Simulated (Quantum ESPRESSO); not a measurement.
Li2Mg2Ta2AlAg (simulated cell) (calculated)

All values are calculated (Quantum ESPRESSO 7.5). Calculation on a made-up metal alloy cell, not a measurement, run again with a planted mistake, found by running each candidate: no spin or spin-orbit, unrelaxed, 2900 K smearing, stress positive in tension, cell energy less the intended atoms' offsets; periodic Kohn-Sham density functional theory in plane waves with PseudoDojo standard norm-conserving scalar-relativistic pseudopotentials, each functional with its own files (v0.5 for PBE, v0.4.1 for LDA and PBEsol), eight atoms on drawn sites of a strained close-packed or body-centred lattice, each displaced and held fixed; the energy is the cell's free energy, ions and the entropy term -TS included, at the stated Fermi-Dirac width, less a fixed offset for each atom's element (shifted free energy); compositions with an open d shell lost a parallel starting moment in a cheaper test run, and other magnetic orders were not tried; an error bar is the largest change of its kind in a tighter rerun, never given below 0.002 eV, 0.02 GPa or 0.003 eV/angstrom, and covers cutoff and k-mesh only, not smearing or the files.

## Li2Mg2Ta2AlAg (simulated cell)

```
CELL_PARAMETERS angstrom
0.02190 -0.02900 -4.19110
4.21900 -0.05310 -0.02190
0.10610 -8.59280 -0.05800
ATOMIC_POSITIONS crystal
Li 0.99354 0.01235 0.99849
Al 0.99667 0.99989 0.50457
Ta 0.99629 0.51424 0.25159
Mg 0.00378 0.49884 0.74571
Ta 0.50042 0.00419 0.24296
Mg 0.49479 0.99282 0.75069
Ag 0.50529 0.48241 0.99836
Li 0.51101 0.50970 0.49365
```

| Property | Result |
| --- | --- |
| lattice type | face-centred cubic |
| intended functional | pbe |
| cutoff | 1143 eV |
| fermi dirac smearing | 0.25 eV |
| intended electrons removed | 0 |
| healthy entropy term negative ts | -0.944 eV |
| healthy pressure | -5.68 GPa |
| healthy stress xx | 5.86 GPa |
| healthy stress yy | 5.39 GPa |
| healthy stress zz | 5.8 GPa |
| healthy stress yz | 0.82 GPa |
| healthy stress xz | -0.5 GPa |
| healthy stress xy | -1.43 GPa |
| faulty entropy term negative ts | -0.894 eV |
| faulty pressure | -2.26 GPa |
| faulty stress xx | 2.2 GPa |
| faulty stress yy | 2.29 GPa |
| faulty stress zz | 2.28 GPa |
| faulty stress yz | 0.94 GPa |
| faulty stress xz | -0.58 GPa |
| faulty stress xy | -1.7 GPa |
| candidate first exchanged site | 6 |
| candidate second exchanged site | 7 |
| candidate length scale change | -1.79 percent |
| candidate functional | lda |
| candidate wrong element site | 8 |
| candidate wrong element | In |
| candidate misplaced site | 6 |
| candidate misplaced along | x |
| candidate misplaced by | 0.12 Å |
| k mesh | 6 x 6 x 3 shifted half a step off Gamma on each axis |
| structure shown | the intended cell |
| healthy shifted free energy | -0.499 eV |
| faulty shifted free energy | -0.7 eV |
| fault kind | cell scaled (length scale change -1.79 percent) |

Atoms:
```csv
atoms element,atom site,atom energy offset (eV)
Li,1,-195.67
Al,2,-63.26
Ta,3,-1771.44
Mg,4,-1616.19
Ta,5,-1771.44
Mg,6,-1616.19
Ag,7,-4218.03
Li,8,-195.67
```

Healthy forces:
```csv
site,x (eV/Å),y (eV/Å),z (eV/Å)
1,-0.109,-0.05,-0.087
2,0.08,1.4,-0.058
3,-0.26,-0.405,-0.16
4,-0.046,-0.174,0.105
5,0.037,-0.87,0.087
6,0.089,-0.175,-0.124
7,0.308,0.248,0.078
8,-0.099,0.026,0.159
```

Faulty forces:
```csv
site,x (eV/Å),y (eV/Å),z (eV/Å)
1,-0.129,0.028,-0.103
2,0.098,1.371,-0.068
3,-0.327,-0.461,-0.201
4,-0.062,-0.199,0.108
5,0.05,-0.972,0.113
6,0.102,-0.197,-0.121
7,0.383,0.481,0.092
8,-0.115,-0.051,0.18
```

Candidate mistake: atoms exchanged, cell scaled, wrong functional, wrong element, atom misplaced

Notes: heavy elements are run without spin-orbit coupling, which real alloys of them have; a spin test at this wide smearing found no moment, but such smearing suppresses magnetism that the real alloy may have; another functional or element uses other pseudopotential files, so its energy jump is mostly a change of zero; lattice, volume and sites are drawn at random and may be unstable or far from any real phase; energies are for the whole cell, less offsets fitted to these runs, so they are not formation energies; error bars of the healthy run: energy 0.0052 eV, stress 0.032 GPa, force 0.01 eV/Å, from a tighter rerun of this or a related cell; largest difference from healthy 113 error bars; largest difference from nearest other mistake 112 error bars.
